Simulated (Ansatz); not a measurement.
GePd in space group P6/mmm (No. 191; Pd on 3f, Ge on 1a, Ge on 2d) under volume change, the program Ansatz at the PBE level (PAW), shape and atoms relaxed at each volume.

```
V (Å³/atom)  E − E(relaxed) (meV/atom)  P (GPa)
-----------  -------------------------  -------
16.608                            61.8    13.23
17.155                            25.8     8.03
17.703                             6.1     3.66
18.250                             0.0     0.00
18.798                             5.3    -3.03
19.345                            20.1    -5.53
19.893                            42.6    -7.59
```

Question: What does a third-order Birch–Murnaghan fit give for V₀, B₀ and B′?

Answer: V₀ = 18.25 Å³/atom, B₀ = 110 GPa, B′ = 5.1.

The cell is a constructed one: a structure type filled with these elements; neither database checked (COD, Materials Project) lists it. COD files the formula under space group No. 62, so this cell is another polymorph or a model. Whether it is the stable phase at ambient conditions was not checked. The PBE relaxation kept the symmetry of its start; whether a distortion lowers the energy is not shown. No spin polarisation was allowed.

Potentials: the later of the program's two PAW sets.
